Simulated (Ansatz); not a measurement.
Theory: Ansatz, DFT PBE, scalar-relativistic, plane waves, PAW. The screen uses 420 eV, coarse Γ-centred meshes (up to 0.6 Å⁻¹ on the start cell), Gaussian smearing of 0.2 eV, tolerances of 0.08 eV/Å and 0.8 GPa and 16 steps at most, with the symmetry of each start kept. No spin polarisation. Energies are free energies per atom, good to about 0.1 eV/atom between metallic cells, end volumes are rough, and groups of ends are read at 0.1 Å.

Two trial cells of Hf₂Ti₂Ge₃, not yet relaxed:

A.

```xyz
7
Lattice="1.9500 1.1258 9.1000 -1.9500 1.1258 9.1000 0.0000 -2.2517 9.1000" Properties=species:S:1:pos:R:3 pbc="T T T"
Hf    0.0000    0.0000    8.0180
Hf    0.0000    0.0000   19.2820
Ti    0.0000    0.0000   23.7592
Ti    0.0000    0.0000    3.5408
Ge    0.0000    0.0000    5.9186
Ge    0.0000    0.0000   21.3814
Ge    0.0000    0.0000    0.0000
```

B.

```xyz
7
Lattice="1.8750 1.0825 9.8333 -1.8750 1.0825 9.8333 0.0000 -2.1651 9.8333" Properties=species:S:1:pos:R:3 pbc="T T T"
Hf    0.0000    0.0000    8.4960
Hf    0.0000    0.0000   21.0040
Ti    0.0000    0.0000    4.3070
Ti    0.0000    0.0000   25.1930
Ge    0.0000    0.0000    0.0000
Ge    0.0000    0.0000   12.5965
Ge    0.0000    0.0000   16.9035
```

Question: Does the order of the two change on relaxation?

Answer: As given, B is lower by 0.96 eV/atom. Relaxed, B is lower by 0.21 eV/atom, so the order holds. A goes from R-3m at 17.1 Å³/atom to R-3m at 21.8 Å³/atom and gains 1.09 eV/atom. B goes from R-3m at 17.1 Å³/atom to R-3m at 19.5 Å³/atom and gains 0.34 eV/atom. The closest pair in A goes from Hf–Ge at 2.10 Å to Hf–Ge at 2.56 Å. The closest pair in B goes from Ti–Ti at 2.48 Å to Ti–Ge at 2.54 Å. At the end: counting Ge atoms around Hf and Ti (those within 1.25 times the shortest such distance or 1.15 times the sum of covalent radii), A has Hf 4, Ti 5 and B has Hf 6, Ti 3.

These runs have no spin–orbit coupling, which can matter for Hf.
